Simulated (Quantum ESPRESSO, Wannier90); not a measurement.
**Wannierisation of BeTe (zinc blende)**

Structure: Materials Project mp-252, symmetrised, not relaxed again. COD (Crystallography Open Database) has an entry of this formula and space group (matched by these alone). Level: PBE, no spin polarisation, no spin-orbit coupling; pw.x of Quantum ESPRESSO at 71 Ry with PseudoDojo potentials, 10×10×10 k-points, Wannier90. Density: 10×10×10 mesh, cold smearing 0.01 Ry. Spin-orbit coupling is left out although heavy elements are present.

Input w.win:

```
num_bands = 15
num_wann = 8
exclude_bands = 1-6
num_iter = 0
conv_tol = 1.0e-6
conv_window = 4
dis_num_iter = 1000
dis_conv_tol = 1.0e-6
dis_froz_max = 11.04
write_hr = true
write_u_matrices = true
begin projections
Be: s;p
Te: s;p
end projections
begin unit_cell_cart
ang
    0.0000000000    2.8314600000    2.8314600000
    2.8314600000    0.0000000000    2.8314600000
    2.8314600000    2.8314600000    0.0000000000
end unit_cell_cart
begin atoms_frac
Be   0.0000000000  0.0000000000  0.0000000000
Te   0.2500000000  0.2500000000  0.2500000000
end atoms_frac
mp_grid = 10 10 10
begin kpoints
0.0000000000 0.0000000000 0.0000000000
0.0000000000 0.0000000000 0.1000000000
0.0000000000 0.0000000000 0.2000000000
... (997 more lines: the 10x10x10 mesh through Gamma)
end kpoints
```

On the energy scale of pw.x, whose zero is arbitrary, the valence-band maximum lies at 7.51 eV. Lines of w_hr.dat (R1 R2 R3 m n Re Im, eV) for R = 0 and one of the shortest lattice vectors, rounded to 0.01 eV, lines under 0.02 eV left out; orbitals in order: Be1 s, Be1 pz, Be1 px, Be1 py, Te2 s, Te2 pz, Te2 px, Te2 py.

```
    0    0    0    1    1     8.20     0.00
    0    0    0    5    1    -1.69     0.00
    0    0    0    6    1     1.31     0.00
    0    0    0    7    1     1.31     0.00
    0    0    0    8    1     1.31     0.00
    0    0    0    2    2    10.71     0.00
    0    0    0    5    2    -1.40     0.00
    0    0    0    6    2     0.12     0.00
    0    0    0    7    2     1.27     0.00
    0    0    0    8    2     1.27     0.00
    0    0    0    3    3    10.71     0.00
    0    0    0    5    3    -1.40     0.00
    0    0    0    6    3     1.27     0.00
    0    0    0    7    3     0.12     0.00
    0    0    0    8    3     1.27     0.00
    0    0    0    4    4    10.71     0.00
    0    0    0    5    4    -1.40     0.00
    0    0    0    6    4     1.27     0.00
    0    0    0    7    4     1.27     0.00
    0    0    0    8    4     0.12     0.00
    0    0    0    1    5    -1.69     0.00
    0    0    0    2    5    -1.40     0.00
    0    0    0    3    5    -1.40     0.00
    0    0    0    4    5    -1.40     0.00
    0    0    0    5    5    -0.56     0.00
    0    0    0    1    6     1.31     0.00
    0    0    0    2    6     0.12     0.00
    0    0    0    3    6     1.27     0.00
    0    0    0    4    6     1.27     0.00
    0    0    0    6    6     8.03     0.00
    0    0    0    1    7     1.31     0.00
    0    0    0    2    7     1.27     0.00
    0    0    0    3    7     0.12     0.00
    0    0    0    4    7     1.27     0.00
    0    0    0    7    7     8.03     0.00
    0    0    0    1    8     1.31     0.00
    0    0    0    2    8     1.27     0.00
    0    0    0    3    8     1.27     0.00
    0    0    0    4    8     0.12     0.00
    0    0    0    8    8     8.03     0.00
   -1    0    0    1    1    -0.06     0.00
   -1    0    0    2    1     0.04     0.00
   -1    0    0    3    1    -0.10     0.00
   -1    0    0    4    1     0.04     0.00
   -1    0    0    6    1     0.09     0.00
   -1    0    0    7    1    -0.08     0.00
   -1    0    0    8    1     0.09     0.00
   -1    0    0    1    2    -0.04     0.00
   -1    0    0    2    2     0.19     0.00
   -1    0    0    3    2     0.12     0.00
   -1    0    0    4    2     0.03     0.00
   -1    0    0    5    2    -0.04     0.00
   -1    0    0    6    2     0.08     0.00
   -1    0    0    7    2    -0.03     0.00
   -1    0    0    8    2     0.11     0.00
   -1    0    0    1    3    -0.10     0.00
   -1    0    0    2    3    -0.12     0.00
   -1    0    0    3    3    -0.42     0.00
   -1    0    0    4    3    -0.12     0.00
   -1    0    0    5    3     0.06     0.00
   -1    0    0    7    3    -0.11     0.00
   -1    0    0    1    4    -0.04     0.00
   -1    0    0    2    4     0.03     0.00
   -1    0    0    3    4     0.12     0.00
   -1    0    0    4    4     0.19     0.00
   -1    0    0    5    4    -0.04     0.00
   -1    0    0    6    4     0.11     0.00
   -1    0    0    7    4    -0.03     0.00
   -1    0    0    8    4     0.08     0.00
   -1    0    0    1    5    -1.69     0.00
   -1    0    0    2    5     1.40     0.00
   -1    0    0    3    5    -1.40     0.00
   -1    0    0    4    5     1.40     0.00
   -1    0    0    7    5     0.08     0.00
   -1    0    0    1    6    -1.31     0.00
   -1    0    0    2    6     0.12     0.00
   -1    0    0    3    6    -1.27     0.00
   -1    0    0    4    6     1.27     0.00
   -1    0    0    6    6     0.17     0.00
   -1    0    0    7    6    -0.11     0.00
   -1    0    0    8    6     0.04     0.00
   -1    0    0    1    7     1.31     0.00
   -1    0    0    2    7    -1.27     0.00
   -1    0    0    3    7     0.12     0.00
   -1    0    0    4    7    -1.27     0.00
   -1    0    0    5    7     0.08     0.00
   -1    0    0    6    7     0.11     0.00
   -1    0    0    7    7    -0.32     0.00
   -1    0    0    8    7     0.11     0.00
   -1    0    0    1    8    -1.31     0.00
   -1    0    0    2    8     1.27     0.00
   -1    0    0    3    8    -1.27     0.00
   -1    0    0    4    8     0.12     0.00
   -1    0    0    6    8     0.04     0.00
   -1    0    0    7    8    -0.11     0.00
   -1    0    0    8    8     0.17     0.00
```
